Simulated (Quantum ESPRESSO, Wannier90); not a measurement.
## Wannier functions of ZnGeP2 (chalcopyrite)

```xyz
8
Lattice="5.4425 0.0000 0.0000 0.0000 5.4425 0.0000 -2.7212 -2.7212 5.3648" Properties=species:S:1:pos:R:3 pbc="T T T"
Zn     0.0000    -2.7212     2.6824
Zn     0.0000     0.0000     0.0000
Ge    -2.7212     0.0000     2.6824
Ge     2.7212     2.7212     0.0000
P     -1.3606     1.3854    -1.3412
P      1.3854     1.3606     1.3412
P      1.3606    -1.3854    -1.3412
P     -1.3854    -1.3606     1.3412
```

Cell from Materials Project (mp-4524), symmetrised, no further relaxation. COD (Crystallography Open Database) has an entry of this formula and space group (matched by these alone). Computed values, not measurements, from PBEsol: Quantum ESPRESSO (norm-conserving PseudoDojo potentials, cutoff 68 Ry, no spin polarisation, no spin-orbit coupling) on a Γ-centred 4×4×4 mesh, then Wannier90. Density: 6×6×6 mesh, cold smearing 0.01 Ry. Spin-orbit coupling, left out, would split the p-like bands by a few tenths of an eV.

Bands 19-22 form an isolated set from -13.29 to -10.19 eV relative to the valence-band maximum (on the path) and are turned into 4 Wannier functions by minimising the spread from the start: atomic waves P 3s.

### Question
Where do the functions sit, how wide are they and what are they made of?

### Answer
| functions | spread (Å²) | nearest atom, distance (Å) | second atom, distance (Å) | weight on atomic waves |
|---|---|---|---|---|
| 4 | 2.56 | P 0.25 | Ge 2.20 | P 3s 58 %, Ge 4s 15 %, Ge 4p 14 % |

Ω_I = 9.54 Å², Ω_total = 10.25 Å²; the interpolated bands follow pw.x to 9.9 meV rms on the path. Only this start was tried; a symmetric start can stop on a saddle, and mixtures of these functions could lower the total by at most Ω_total − Ω_I.
